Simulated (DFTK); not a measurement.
**Pb: changing the functional**

```
Pb
1.0
     0.00000    2.47502    2.47502
     2.47502    0.00000    2.47502
     2.47502    2.47502    0.00000
Pb
1
Direct
  0.00000 0.00000 0.00000
```

Kept alike: task band structure; k mesh 9 × 9 × 9; occupations fermi-dirac, width 0.05 eV; no spin polarisation. Program: DFTK, SG15 1.2 (PBE), cutoff 1225 eV. The mesh is that of the run's cell of 1 atom. No spin-orbit coupling.

| functional | pressure (GPa) |
| --- | --- |
| LDA | -2.31 |
| PBEsol | -0.58 |
| r2SCAN | -0.52 |

Pressure is positive in compression; the values hold the error of the finite cutoff, so their zero can differ a little from the energy's minimum. For a metal such a mesh leaves the last digits unconverged. Runs of this series that gave no sound value for these columns are left out. All rows use potentials made for PBE.

Problem. What does the functional change here?

Solution. The pressure runs from -2.31 (LDA) to -0.52 GPa (r2SCAN).
